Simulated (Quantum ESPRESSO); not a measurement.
Different elements on one site among Ga In Nb Sc

Calculated results; nothing here was measured. They come from Quantum ESPRESSO 7.5, a public plane-wave density functional program. Each row is one single-point run on a made-up periodic cell of eight metal atoms, with elements, volume, strain and displacements drawn at random and not relaxed, so a cell may be unstable or far from any real phase. There is no spin polarisation or spin-orbit coupling.

Settings: PBE unless stated; PseudoDojo standard norm-conserving files; Fermi-Dirac width 0.25 eV, which means electrons at about 2900 K; cutoff 1116 eV; 5 x 4 x 4 k mesh shifted half a step off Gamma. E is the free energy of the whole cell (internal energy minus TS), so a -TS column is already part of it. Stress is positive in tension, and the pressure P is minus a third of its trace.

Checks: one run of this series was repeated at a higher cutoff and on a denser mesh, which moved values by no more than 0.002 eV, 0.03 GPa and 0.004 eV/Å, and a second program with other atomic files agreed on it to 2 % rms in force and 0.5 GPa in pressure. Known limits: the tin pseudopotential is less sure than most, with forces differing by about three percent from a second method on plain tin; heavy elements are run without spin-orbit coupling, which real alloys of them have; a spin test at this wide smearing found no moment, but such smearing suppresses magnetism that the real alloy may have.

The lattice is face-centred cubic, and the cell vectors in Å are (-2.197, -4.497, -2.182); (-4.473, 2.248, 2.264); (0.042, 4.538, -4.488), a volume of 179.07 Å³. The elements on sites 1 to 8 are Nb Nb Ga Sc Nb X In Sc. The runs change X and keep the cell and the displaced positions. The column v is a rough volume for each atom of the pure element, close to PBE values, from general knowledge and not from these runs. Energies are left out, as each element's file has its own zero.

| run | X | v (Å³) | -TS (eV) | force on X (eV/Å) | rms force (eV/Å) | P (GPa) |
|---|---|---|---|---|---|---|
| 1 | Pd | 15.3 | -1.982 | 0.152 | 0.387 | -12.93 |
| 2 | Hf | 22.5 | ? | ? | ? | ? |
| 3 | In | 27.5 | -1.828 | 0.584 | 0.406 | -8.94 |
| 4 | Sn | 27.9 | -1.821 | 0.761 | 0.417 | -8.98 |
| 5 | Ta | 18.3 | -1.977 | 1.036 | 0.359 | -12.07 |

## Worked fit

A straight line through the runs shown gives P = -17.9 + 0.323 v GPa with v in Å³, an error of 0.009 on the slope and a scatter of 0.10 GPa. At this fixed volume the pressure tends to rise with the size of X.

## Withheld run

Question: what pressure should run 2, with Hf, give?

The fit gives -10.63 ± 0.11 GPa. The calculation gave -9.14 GPa. This run lies off the fit by more than twice that error, so something that the fit leaves out matters here.
